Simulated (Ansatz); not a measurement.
Relaxed-ion elastic tensor of C in space group P6_222 (No. 180; C on 3c) in GPa (Voigt order), PBEsol in the plane-wave PAW code Ansatz; density 3.69 g/cm³, 5.40 Å³ per atom.

```
1200  88.1  70.7   0.0   0.0   0.0
88.1  1200  70.7   0.0   0.0   0.0
70.7  70.7  1170   0.0   0.0   0.0
 0.0   0.0   0.0   554   0.0   0.0
 0.0   0.0   0.0   0.0   554   0.0
 0.0   0.0   0.0   0.0   0.0   558
```

**Question.** Is the crystal mechanically stable?

**Answer.** Yes: the smallest eigenvalue of C is 554 GPa.

**Question.** Work out the Voigt, Reuss and Hill averages.

**Answer.** K_V = 449, K_R = 449, K_H = 449; G_V = 556, G_R = 556, G_H = 556 GPa.

**Question.** Give Young's modulus, Poisson's ratio, Pugh's ratio and the universal anisotropy index.

**Answer.** E = 9KG/(3K + G) = 1180 GPa; ν = 0.06; K/G = 0.81 (brittle by the Pugh limit of 1.75); A_U = 5G_V/G_R + K_V/K_R − 6 = 0.00.

**Question.** Estimate the sound speeds and the Debye temperature.

**Answer.** v_l = √((K + 4G/3)/ρ) = 18000 m/s, v_t = √(G/ρ) = 12300 m/s, mean 13400 m/s; Θ = (h/k)(3n/4πV)^(1/3) v_m = 2270 K.

**Question.** Solve the Christoffel equation for the three sound speeds along x, y, z.

**Answer.** Eigenvalues of C_ijkl n_j n_l equal ρv² (piezoelectric stiffening left out). In km/s, slowest first: x 12.24, 12.29, 18.05; y 12.24, 12.29, 18.05; z 12.24, 12.24, 17.82.

**Question.** How much does each axis shrink under pressure?

**Answer.** Linear compressibilities β_i = Σ_j S_ij (j = 1 to 3): x 0.73, y 0.73, z 0.76 per TPa.

The start of the workflow was typed in or built on a structure type; neither database checked (COD, Materials Project) lists it. It is not the phase usual at ambient conditions (space group No. 194, 227). The cell was relaxed with PBEsol under the symmetry of its start; phonons on a q-mesh show no instability.

Potentials: the later of the program's two PAW sets.
